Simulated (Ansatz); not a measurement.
# BiTe: Quadrupolar parameters

The cell is an entry of the Crystallography Open Database (COD).

```
CELL_PARAMETERS angstrom
4.42300 0.00000 0.00000
-2.21150 3.83043 0.00000
0.00000 0.00000 24.00200
ATOMIC_POSITIONS crystal
Bi 0.00000 0.00000 0.12420
Bi 0.00000 0.00000 0.87580
Bi 0.33333 0.66667 0.29080
Bi 0.66667 0.33333 0.70920
Bi 0.66667 0.33333 0.45750
Bi 0.33333 0.66667 0.54250
Te 0.33333 0.66667 0.05520
Te 0.66667 0.33333 0.94480
Te 0.66667 0.33333 0.21490
Te 0.33333 0.66667 0.78510
Te 0.00000 0.00000 0.36870
Te 0.00000 0.00000 0.63130
```

Atom numbers follow the list; atoms alike are taken as one site, whose name carries the number of the first.

All values are calculated (Ansatz; DFT, PBE, plane waves and PAW, scalar-relativistic, 420 eV cutoff, Γ-centred 8×8×2 k-points, Fermi–Dirac smearing 0.05 eV), not measured.

Conventions: |V_zz| ≥ |V_yy| ≥ |V_xx|, η = (V_xx − V_yy)/V_zz, C_Q = eQV_zz/h. Directions are in the Cartesian axes of the cell vectors above, for the atom listed; none is given where the gradient is under 0.02 or η is above 0.95.

(1) Give the quadrupolar parameters of the distinct sites.

## Answers

(1) 

```
site  first atom                     first shell  V_zz (10²¹ V/m²)     η  direction of V_zz (x, y, z)
 Bi1           1             6 Te at 3.04–3.36 Å             -0.99  0.00               0.00 0.00 1.00
 Bi3           3             6 Te at 3.14–3.16 Å              4.14  0.00               0.00 0.00 1.00
 Bi5           5  3 Bi at 3.27 Å, 3 Te at 3.33 Å             13.63  0.00               0.00 0.00 1.00
 Te7           7                  3 Bi at 3.04 Å             -4.85  0.00               0.00 0.00 1.00
 Te9           9             6 Bi at 3.14–3.36 Å              7.04  0.00               0.00 0.00 1.00
Te11          11             6 Bi at 3.16–3.33 Å              6.26  0.00               0.00 0.00 1.00
```

An axis of threefold or higher order runs through Bi1, Bi3, Bi5, Te7, Te9 and Te11, so V_zz lies along it and η is zero.

The largest force is 1.4 eV/Å, so the atoms aren't at the calculated equilibrium and relaxing them would move these values. With no gap above 0.1 eV, as in a metal, the gradients converge slowly in k; expect changes of a tenth or more on a denser mesh. Spin–orbit coupling is left out, which shifts gradients on Bi by a few per cent in wide-gap crystals, and can shift them far more where the calculated gap is small or absent, as here.

The run took 1.9 min of wall time (1.9 min of CPU time) and 1.1 GiB at its peak, on 1 thread of Arm Neoverse V1 (aarch64; 8 cores open to the job, memory cap 3.0 GiB, no GPU), a shared host with a load of 0.7 a core.
